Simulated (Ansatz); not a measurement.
A geometry of SiNi away from equilibrium: step 2 of the relaxation of a relaxed SiNi cell displaced along its unstable phonon at q = (½, ½, 0) of its primitive reciprocal cell (345i cm⁻¹), largest move 0.15 Å. All values below come from r2SCAN (plane waves to 500 eV, PAW, scalar-relativistic; Ansatz, a first-principles code). Γ-centred k-mesh 12×12×12 on the run's cell (coarser than for final values), Fermi–Dirac smearing 0.05 eV. The plane waves were selected for a different cell earlier on the path.

```
SiNi
1.0
    0.00000     4.63364     4.70152
    2.31682     2.31682     4.70152
    2.31682     2.31682     0.00000
Si Ni
2 2
Direct
  0.00000   0.93630   0.06370
  0.50000   0.06370   0.93630
  0.00000   0.44731   0.55269
  0.50000   0.55269   0.44731
```

Problem. Give the Cartesian forces on all atoms (eV/Å).

Solution. 
```json
[
 {"atom": "Si1", "Fx": "0.00", "Fy": "0.00", "Fz": "-1.14"},
 {"atom": "Si2", "Fx": "0.00", "Fy": "0.00", "Fz": "1.14"},
 {"atom": "Ni3", "Fx": "0.00", "Fy": "0.00", "Fz": "-1.65"},
 {"atom": "Ni4", "Fx": "0.00", "Fy": "0.00", "Fz": "1.65"}
]
```

The path ends in P4/nmm (No. 129). No spin polarisation in the result. A magnetic state may lie lower.

The run could not lose the symmetry of its start: the end is stationary, and may be a saddle point rather than a minimum.

The end of the path is a generated cell of SiNi: the first start was made by placing the elements on the sites of a structure type, and the end was not matched to a known phase here, so it may be hypothetical. Known forms of SiNi include space group No. 62.
